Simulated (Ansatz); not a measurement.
Data:

Ti$_{5}$Si:
Space group R32, hexagonal axes (No. 155); a = 4.979 Å, b = 4.979 Å, c = 13.201 Å, α = 90.00°, β = 90.00°, γ = 120.00°

```
atom  site  symmetry       x       y       z
----  ----  --------  ------  ------  ------
Ti      6c        3.  0.0000  0.0000  0.1514
Ti      9d        .2  0.0000  0.6048  0.0000
Si      3b        32  0.0000  0.0000  0.5000
```
(The calculation used a cell of 6 atoms; values per cell refer to that cell.)

This is the PBEsol-relaxed structure.

**Question.** All from plane-wave PAW PBEsol (Ansatz code), unless another level is named. Predict the electronic character.

**Answer.** metallic (no gap).

**Question.** Give the density of states at the Fermi level.

**Answer.** 0.80 states/eV per atom (mean over ±0.08 eV).

**Question.** What about the formation energy from the elements (no fitted shifts)?

**Answer.** -0.32 eV/atom.

The workflow started from a Materials Project entry (that database holds measured and hypothetical structures alike); the Crystallography Open Database copy checked does not list it. Its standing as an ambient phase is unchecked. The cell was relaxed with PBEsol under the symmetry of its start; of distortions, only those at the zone centre were tested. The run is not spin-polarised. The references are the lowest solids computed at this level, not always the standard phases.

Potentials: the later of the program's two PAW sets.
